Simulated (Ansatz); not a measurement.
SbPd:
Space group P6₃/mmc (No. 194); a = 4.109 Å, b = 4.109 Å, c = 5.649 Å, α = 90.00°, β = 90.00°, γ = 120.00°

```csv
atom,site,symmetry,x,y,z
Sb,2c,-6m2,0.3333,0.6667,0.2500
Pd,2a,-3m.,0.0000,0.0000,0.0000
```

Relaxed at zero pressure with the program Ansatz at the r²SCAN level (PAW).

**Question.** The volume is lowered by 9 % and shape and atoms relax at that volume. What pressure results, and how do the axes share the change?

**Answer.** 13.5 GPa; a -2.9 %, b -2.9 %, c -3.5 %; the energy rises by 71 meV/atom.

**Question.** Give the new structure.

**Answer.** 
Space group P6₃/mmc (No. 194); a = 3.990 Å, b = 3.990 Å, c = 5.453 Å, α = 90.00°, β = 90.00°, γ = 120.00°

```
atom  site  symmetry       x       y       z
----  ----  --------  ------  ------  ------
Sb      2c      -6m2  0.3333  0.6667  0.2500
Pd      2a      -3m.  0.0000  0.0000  0.0000
```

The phase is kept; no other phase was compared at this pressure.

Space group P6_3/mmc (NiAs type). The workflow started from an entry of the Crystallography Open Database (COD). Whether it is the stable phase at ambient conditions was not checked. Symmetry was held in the r²SCAN relaxation; its stability against distortions is not shown here. The run is not spin-polarised. Spin–orbit coupling is left out wherever it is not named.

Potentials: the later of the program's two PAW sets.
